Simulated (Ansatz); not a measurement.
**Question.** Name crystals whose computed values (DFT-r²SCAN in the program Ansatz with PAW potentials) fall in these windows: gap (eV) 0.90 to 1.2; Θ_D (K) 210 to 260.

**Answer.** 

```
crystal                            gap (eV)  Θ_D (K)
---------------------------------  --------  -------
InP, Pm-3n (In on 6c, P on 6d)         1.06      241
InP, P4_2/mnm (In on 4g, P on 4f)      1.16      257
```
Others may fit too.

Typed or built starts, not in the databases checked: InP, Pm-3n (In on 6c, P on 6d); InP, P4_2/mnm (In on 4g, P on 4f). Not the usual ambient phase: InP, Pm-3n (In on 6c, P on 6d); InP, P4_2/mnm (In on 4g, P on 4f). All cells were relaxed under the symmetry of their starts (and spin orders); stability against distortions was not tested throughout. Scalar-relativistic: spin–orbit coupling is off unless named, which matters more the heavier the elements.

Potentials: the earlier of the program's two PAW sets. The files were generated under PBE; for other functionals the program regenerates the frozen cores, and for LDA and PBEsol the local potential too.
